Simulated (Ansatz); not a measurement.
HfC (rock salt, space group No. 225) under volume change, the program Ansatz at the r²SCAN level (PAW), scaled uniformly.

```json
[
 {"V (Å³/atom)": "11.368", "E − E(relaxed) (meV/atom)": "89.9", "P (GPa)": "27.64"},
 {"V (Å³/atom)": "11.743", "E − E(relaxed) (meV/atom)": "37.9", "P (GPa)": "17.06"},
 {"V (Å³/atom)": "12.118", "E − E(relaxed) (meV/atom)": "…", "P (GPa)": "…"},
 {"V (Å³/atom)": "12.492", "E − E(relaxed) (meV/atom)": "0.0", "P (GPa)": "0.00"},
 {"V (Å³/atom)": "12.867", "E − E(relaxed) (meV/atom)": "8.2", "P (GPa)": "-6.83"},
 {"V (Å³/atom)": "13.242", "E − E(relaxed) (meV/atom)": "…", "P (GPa)": "…"},
 {"V (Å³/atom)": "13.617", "E − E(relaxed) (meV/atom)": "67.1", "P (GPa)": "-17.81"}
]
```

**Question.** Fill in the missing entries.

**Answer.** 
- 12.118, E − E(relaxed) (meV/atom): 9.0
- 12.118, P (GPa): 7.90
- 13.242, E − E(relaxed) (meV/atom): 31.2
- 13.242, P (GPa): -12.72

**Question.** What does a third-order Birch–Murnaghan fit give for V₀, B₀ and B′?

**Answer.** V₀ = 12.49 Å³/atom, B₀ = 244 GPa, B′ = 3.9.

Space group Fm-3m (rock salt). Symmetry was held in the r²SCAN relaxation; of distortions, only those at the zone centre were tested. The run is not spin-polarised. Spin–orbit coupling is left out wherever it is not named.

Potentials: the later of the program's two PAW sets.
